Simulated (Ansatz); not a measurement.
Consider the following.

C:
```cif
data_C40
_chemical_formula_sum 'C40'
_space_group_name_H-M_alt 'Fd-3m :1'
_space_group_IT_number 227
_space_group_name_Hall 'F 4d 2 3 -1d'
_cell_length_a 9.63379
_cell_length_b 9.63379
_cell_length_c 9.63379
_cell_angle_alpha 90.000
_cell_angle_beta 90.000
_cell_angle_gamma 90.000
loop_
_atom_site_label
_atom_site_type_symbol
_atom_site_symmetry_multiplicity
_atom_site_Wyckoff_symbol
_atom_site_fract_x
_atom_site_fract_y
_atom_site_fract_z
_atom_site_occupancy
C1 C 8 b 0.50000 0.50000 0.50000 1
C2 C 32 e 0.58882 0.58882 0.58882 1
```
(The calculation used a cell of 10 atoms; values per cell refer to that cell.)

This is the PBE-relaxed structure.

Question: All from the program Ansatz at the PBE level (PAW), unless another level is named. Estimate the band gap.

Answer: 4.67 eV (smallest direct gap 4.69 eV).

Question: And the electron effective mass?

Answer: 1.3, 3.4, 9.0 mₑ (principal values).

Question: And the conduction-band minimum?

Answer: on the K–Γ line, 11 % of the way from K (12 equivalent valleys).

Question: What about the valence-band maximum?

Answer: on the Γ–L line, 96 % of the way from Γ.

The start of the workflow was typed in or built on a structure type. Its sites differ from those of the usual phase in this space group: another stacking or structure type. The PBE relaxation kept the symmetry of its start; its stability against distortions is not shown here.

Potentials: the earlier of the program's two PAW sets.
